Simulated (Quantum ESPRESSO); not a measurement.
## Kohn-Sham bands of SiO2 (P4₁2₁2)

```xyz
12
Lattice="4.9927 0.0000 0.0000 0.0000 4.9927 0.0000 0.0000 0.0000 6.9339" Properties=species:S:1:pos:R:3 pbc="T T T"
Si    -1.5045    -1.5045     3.4670
Si    -0.9918     0.9918    -1.7335
Si     1.5045     1.5045     0.0000
Si     0.9918    -0.9918     1.7335
O     -0.5314    -1.1913     2.2196
O     -1.3050     1.9650    -2.9808
O      0.5314     1.1913    -1.2473
O      1.3050    -1.9650     0.4861
O      1.9650    -1.3050     2.9808
O      1.1913     0.5314     1.2473
O     -1.9650     1.3050    -0.4861
O     -1.1913    -0.5314    -2.2196
```

Structure: Materials Project mp-6945, symmetrised, not relaxed again. COD (Crystallography Open Database) has the formula in 34 space groups, this one among them (matched by group alone). Computed values, not measurements, from PBEsol: Quantum ESPRESSO (norm-conserving PseudoDojo potentials, cutoff 68 Ry, no spin polarisation, no spin-orbit coupling) on a Γ-centred 4×4×4 mesh, then Wannier90. Density: 6×6×6 mesh, cold smearing 0.01 Ry.

Energies are relative to the valence-band maximum; weights are on the orthonormalised atomic waves of the pseudopotential files, averaged over the group. 64 electrons a cell are treated as valence.

```
bands  from (eV)  to (eV)  filling  weight on atomic waves
-----  ---------  -------  -------  ----------------------
1–8       -19.33   -17.17   filled                       ?
9–16       -9.55    -5.00   filled                       ?
17–32      -3.24     0.00   filled                       ?
```

### Question
Which atomic shells make up each group?

### Answer

- 1–8, weight on atomic waves: O 2s 74 %, Si 3p 16 %, Si 3s 8 %
- 9–16, weight on atomic waves: O 2p 75 %, Si 3p 14 %, Si 3s 7 %
- 17–32, weight on atomic waves: O 2p 92 %, Si 3p 4 %

The Kohn-Sham gap over both meshes and the path is 5.70 eV.
